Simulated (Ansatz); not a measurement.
These are results of Ansatz 0.2.0, DFT PBE, scalar-relativistic, plane waves, PAW, not measurements. Settings: cutoff 420 eV, Γ-centred meshes spaced at most about 0.3 Å⁻¹, and about 0.25 Å⁻¹ or finer for metals (2π included), Gaussian smearing. Collinear spin in cells that started with moments and kept them past the coarse steps, no spin elsewhere.

Temperature and zero-point effects are left out.

Two forms of TiIn4 were relaxed alike.

A. (no spin)

Space group Im-3m (No. 229). a = 6.534 Å, b = 6.534 Å, c = 6.534 Å, α = 90.00°, β = 90.00°, γ = 90.00°
| atom | site | symmetry | x | y | z |
| --- | --- | --- | --- | --- | --- |
| Ti | 2a | m-3m | 0.0000 | 0.0000 | 0.0000 |
| In | 8c | .-3m | 0.2500 | 0.2500 | 0.2500 |

B. (site moments Ti 1.0 μB)

Space group Pm-3m (No. 221). a = 5.442 Å, b = 5.442 Å, c = 5.442 Å, α = 90.00°, β = 90.00°, γ = 90.00°
```csv
atom,site,symmetry,x,y,z
Ti,1b,m-3m,0.5000,0.5000,0.5000
In,3c,4/mm.m,0.0000,0.5000,0.5000
In,1a,m-3m,0.0000,0.0000,0.0000
```

Task: Which form is favoured at zero pressure, and by what margin per atom?

Result: A is lower, by 0.35 eV/atom. A has space group Im-3m (No. 229), 27.9 Å³/atom and no gap on its mesh; B has space group Pm-3m (No. 221), 32.2 Å³/atom and no gap. Counting all near atoms (those within 1.25 times the shortest distance at each site; a plus sign parts nearer from farther groups; a slash parts the counts of unlike sites), A has Ti 8, In 2+6 and B has Ti 6, In 2/12+8. Their magnetic states differ too. The denser one is the lower, and pressure would at first widen the difference. Even the lower one lies +0.04 eV/atom against the reference forms of the elements (uncorrected), so neither is stable at this level. In A, Ti has 8 In at 2.83 Å; In has 2 Ti at 2.83 Å and 6 In at 3.27 Å. In B, Ti is surrounded by 6 In at 2.72 Å; around In on a site of symmetry 4/mmm lie 2 Ti at 2.72 Å and 12 In at 3.85 Å; In on a site of symmetry m-3m has 12 In at 3.85 Å. Both come from invented guesses.

The magnetic state reached may not be the lowest. Cells relaxed within their symmetry can be saddle points. Some structure types and database cells were kept out of the candidates from the start, so a known form may be missing.
